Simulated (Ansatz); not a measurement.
**ZrH$_{4}$: phonons across the zone**

Theory: DFT PBE, scalar-relativistic, plane waves, PAW in Ansatz. Plane waves to 420 eV; Γ-centred k mesh 8×10×6; Gaussian smearing of 0.10 eV. No spin polarisation. Phonons by linear response, acoustic sum rule imposed.

Relaxed structure:
```
CELL_PARAMETERS angstrom
3.87970 0.00000 -0.00260
0.00000 3.44457 0.00000
-1.93598 0.00000 5.56274
ATOMIC_POSITIONS crystal
Zr 0.14407 0.25000 0.78825
Zr 0.85593 0.75000 0.21175
H 0.59002 0.25000 0.68029
H 0.95565 0.25000 0.41384
H 0.45027 0.75000 0.89575
H 0.94495 0.75000 0.89557
H 0.05505 0.25000 0.10443
H 0.54973 0.25000 0.10425
H 0.04435 0.75000 0.58616
H 0.40998 0.75000 0.31971
```

The cell was found from a structure generator's guess, not taken from experiment. In a metal, frequencies and elastic constants depend on the k mesh and the smearing, soft modes and shear constants most. The q mesh is coarse, so values between its points are rough.

Force constants from linear response on a 2×2×1 q mesh.

Q: Is the structure dynamically stable on this mesh?

A: No: at q = (0.000, 0.000, 0.000) a mode is imaginary, 1098i cm⁻¹.

Q: Give the frequencies (cm⁻¹; i marks imaginary ones) at the irreducible q points, in fractions of the reciprocal vectors.

A:
```tsv
q	star	frequencies
0.000 0.000 0.000	1	1098i 70i 0 0 0 131 165 234 329 451 526 627 628 684 774 842 882 922 1033 1085 1174 1190 1219 1267 1277 1315 1350 1402 1469 1519
0.000 -0.500 0.000	1	149 149 171 171 236 236 426 426 581 581 627 627 855 855 883 883 1134 1134 1186 1186 1252 1252 1287 1287 1306 1306 1366 1366 1464 1464
-0.500 0.000 0.000	1	855i 201i 192i 116 130 167 205 224 240 474 631 656 656 697 763 776 793 865 904 1118 1216 1218 1279 1325 1341 1352 1452 1462 1495 1497
-0.500 -0.500 0.000	1	176 176 203 203 257 257 435 435 582 582 744 744 791 791 844 844 1166 1166 1172 1172 1230 1230 1317 1317 1371 1371 1395 1395 1496 1496
```
